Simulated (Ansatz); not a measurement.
Si2Ni:
```xyz
3
Lattice="4.2227 0.0000 0.0000 -2.1113 3.6570 0.0000 0.0000 0.0000 2.4677" Properties=species:S:1:pos:R:3 pbc="T T T"
Ni     0.0000     0.0000     0.0000
Si     0.0000     2.4380     1.2339
Si     2.1113     1.2190     1.2339
```

Relaxed with PBEsol. Special points in fractions of this cell's reciprocal vectors: Γ (0.000, 0.000, 0.000); M (0.500, 0.000, 0.000); K (0.333, 0.333, 0.000); A (0.000, 0.000, 0.500); L (0.500, 0.000, 0.500); H (0.333, 0.333, 0.500).

### Question
List the band energies nearest the Fermi level at these points for the program Ansatz at the PBEsol level (PAW).

### Answer
In eV from the Fermi level; about four levels below and three above (degenerate sets whole), none deeper than 8.9 eV; points with the same levels are listed once.

```json
[
 {"k": "Γ", "below": "-0.98 -0.98 -0.11 -0.11", "above": "2.53 8.08 9.33"},
 {"k": "M", "below": "-2.33 -1.03 -0.99 -0.66", "above": "4.19 5.12 5.21"},
 {"k": "K", "below": "-2.44 -2.44 -1.02 -1.02", "above": "1.63 1.67 1.67"},
 {"k": "A", "below": "-0.44 -0.44 -0.44 -0.07", "above": "2.87 4.99 4.99"},
 {"k": "L", "below": "-1.68 -1.66 -1.01 -0.02", "above": "0.61 0.92 1.72"},
 {"k": "H", "below": "-1.36 -1.36 -1.21 -1.21", "above": "1.66 4.77 6.49 6.49"}
]
```

Space group P6/mmm. The cell is a constructed one: a structure type filled with these elements; neither database checked (COD, Materials Project) lists it. It is not the phase usual at ambient conditions (space group No. 225). The cell was relaxed with PBEsol under the symmetry of its start. At this level the phase is dynamically unstable (imaginary phonons). The workflow began spin-polarised and lost its moments.

Potentials: the earlier of the program's two PAW sets. The files were generated under PBE; for other functionals the program regenerates the frozen cores, and for LDA and PBEsol the local potential too.
